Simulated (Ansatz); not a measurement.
WC:
```yaml
crystal:
  lattice:
    - [2.91247, 0.00000, 0.00000]
    - [-1.45624, 2.52228, 0.00000]
    - [0.00000, 0.00000, 2.83669]
  atoms:
    - { symbol: W, position: [0.00000, 0.00000, 0.00000] }
    - { symbol: C, position: [0.66667, 0.33333, 0.50000] }
```

Relaxed with r²SCAN.

Task: Map the valence electron density (e/Å³), cut off at 2 on the plane through (0.000, 0.000, 0.000) spanned by u = [0, 0, 1] and v = [1, -1, 0] in lattice vectors, from r²SCAN (plane waves, PAW; program Ansatz).

Result: x is the fraction of u, y of v (the angle between them is 90°; rows are the nearest grid lines); atoms in the plane: W at (0.00, 0.00), C at (0.50, 0.67).
```
|99999521112599999|
|99999421112499999|
|99997321112379999|
|99974222222247999|
|76533223332233567|
|22222344544322222|
|11124578887542111|
|11124687678642111|
|11124687778642111|
|11123577777532111|
|11112345654321111|
|11111223332211111|
|11111111111111111|
|11100000000000111|
|11000000000000011|
|11000000000000011|
|11000000000000011|
|11000000000000011|
|22210000000001222|
|77421100000112477|
|99973111111137999|
|99997311111379999|
|99999421112499999|
|99999521112599999|
```
Scale: ten equal steps from 0.102 (start of '0') to 2.00 (end of '9'), in the order '0123456789'; x runs from 0.000 to 1.00, y from 0.000 (bottom) to 1.00 (top).

The density is the valence pseudo-density with augmentation charge, so density and ELF within about 1 Å of a nucleus are not all-electron values.

Space group P-6m2. Symmetry was held in the r²SCAN relaxation. The run is not spin-polarised. Scalar-relativistic: spin–orbit coupling is off unless named, which matters more the heavier the elements.

Potentials: the earlier of the program's two PAW sets. The files were generated under PBE; for other functionals the program regenerates the frozen cores, and for LDA and PBEsol the local potential too.
